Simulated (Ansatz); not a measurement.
ZnF₂ in space group Pbcn (No. 60; Zn on 4c, F on 8d), the program Ansatz at the r²SCAN level (PAW). The conduction-band minimum lies at Γ, with 1 equivalent valley. Second derivatives d²E/dk² of the lowest band at one valley (eV·Å²), along Cartesian directions:

| direction | d²E/dk² |
|---|---|
| [100] | 16.88 |
| [010] | 17.23 |
| [001] | 17.68 |
| [110] | 17.05 |
| [101] | 17.28 |
| [011] | 17.45 |

Q: Find the principal effective masses, the density-of-states mass and the conductivity mass.

A: Off-diagonal terms follow from H_xy = H[110] − (H_xx + H_yy)/2, and m*/mₑ = 7.620 eV·Å² over each eigenvalue: 0.43, 0.44, 0.45. One valley's DOS mass (m₁m₂m₃)^(1/3) = 0.44, conductivity mass 3/(Σ 1/mᵢ) = 0.44 mₑ.

Q: What effective density of states Nc follows at 300 K for parabolic valleys?

A: Nc = 2.509e19 × 1 × (0.44)^(3/2) ≈ 7.3e18 cm⁻³.

The workflow started from a Materials Project entry (that database holds measured and hypothetical structures alike); the Crystallography Open Database copy checked does not list it. COD files the formula under space group No. 136, so this cell is another polymorph or a model. Its standing as an ambient phase is unchecked. The cell was relaxed with r²SCAN under the symmetry of its start; whether a distortion lowers the energy is not shown.

Potentials: the later of the program's two PAW sets.

Edges and masses are those of Kohn–Sham bands, whose gap is no quasiparticle gap.
